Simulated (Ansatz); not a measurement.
MoW in space group Cmcm (No. 63; W on 4c, Mo on 4c) at seven volumes, plane-wave PAW r²SCAN (Ansatz code), shape and atoms relaxed at each. One row is withheld.

```json
[
 {"V (Å³/atom)": "14.628", "P (GPa)": "30.84"},
 {"V (Å³/atom)": "15.110", "P (GPa)": "18.92"},
 {"V (Å³/atom)": "15.592", "P (GPa)": "?"},
 {"V (Å³/atom)": "16.074", "P (GPa)": "0.00"},
 {"V (Å³/atom)": "16.557", "P (GPa)": "-7.46"},
 {"V (Å³/atom)": "17.039", "P (GPa)": "-13.85"},
 {"V (Å³/atom)": "17.521", "P (GPa)": "-19.28"}
]
```

Problem. Fit the shown pressures and predict the withheld one.

Solution. Third-order Birch–Murnaghan: P = (3/2)B₀(x^(7/2) − x^(5/2))[1 + (3/4)(B′ − 4)(x − 1)] with x = (V₀/V)^(2/3). Least squares on the six rows gives V₀ = 16.074 Å³/atom, B₀ = 268.2 GPa, B′ = 4.21. At V = 15.592, x = 1.0205 and P = 8.71 GPa. The run itself gave 8.73 GPa.

The start of the workflow was typed in or built on a structure type; neither database checked (COD, Materials Project) lists it. Its standing as an ambient phase is unchecked. The cell was relaxed with r²SCAN under the symmetry of its start; whether a distortion lowers the energy is not shown. The run is not spin-polarised. Its formation energy is positive at this level, so the cell may be metastable or incomplete. Scalar-relativistic: spin–orbit coupling is off unless named, which matters more the heavier the elements.

Potentials: the later of the program's two PAW sets.
